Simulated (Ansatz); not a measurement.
CuI:
```
CuI
1.0
    7.83261     0.00000     0.00000
   -3.91630     6.78324     0.00000
    0.00000     0.00000     4.85317
Cu I
3 3
Direct
  0.85158   0.00000   0.66667
  0.00000   0.85158   0.33333
  0.14842   0.14842   0.00000
  0.34053   0.00000   0.16667
  0.00000   0.34053   0.83333
  0.65947   0.65947   0.50000
```

Relaxed with PBE. Special points in fractions of this cell's reciprocal vectors: Γ (0.000, 0.000, 0.000); M (0.500, 0.000, 0.000); K (0.333, 0.333, 0.000); A (0.000, 0.000, 0.500); L (0.500, 0.000, 0.500); H (0.333, 0.333, 0.500).

Problem. List the band energies nearest the valence-band maximum at these points for PBE in the plane-wave PAW code Ansatz.

Solution. In eV from the valence-band maximum; about four levels below and three above (degenerate sets whole), none deeper than 8.9 eV; points with the same levels are listed once.

```
k                          below                above
-  -----------------------------  -------------------
Γ        -0.76 -0.26 -0.22 -0.22  2.66 4.27 4.46 4.46
M        -0.58 -0.20 -0.15 -0.03       2.73 3.94 3.94
K   -0.66 -0.66 -0.17 -0.17 0.00       2.67 3.80 3.80
A  -0.62 -0.62 -0.36 -0.36 -0.21       2.67 2.67 4.28
L        -0.63 -0.41 -0.27 -0.18       2.84 2.96 4.28
H  -0.66 -0.66 -0.28 -0.28 -0.27       2.95 2.95 4.40
```

Space group P3_221. A made-up cell: these elements were put on the sites of a structure type; neither database checked (COD, Materials Project) lists it. It is not the phase usual at ambient conditions (space group No. 216). The PBE relaxation kept the symmetry of its start; its stability against distortions is not shown here. No spin polarisation was allowed. Scalar-relativistic: spin–orbit coupling is off unless named, which matters more the heavier the elements.

Potentials: the later of the program's two PAW sets.
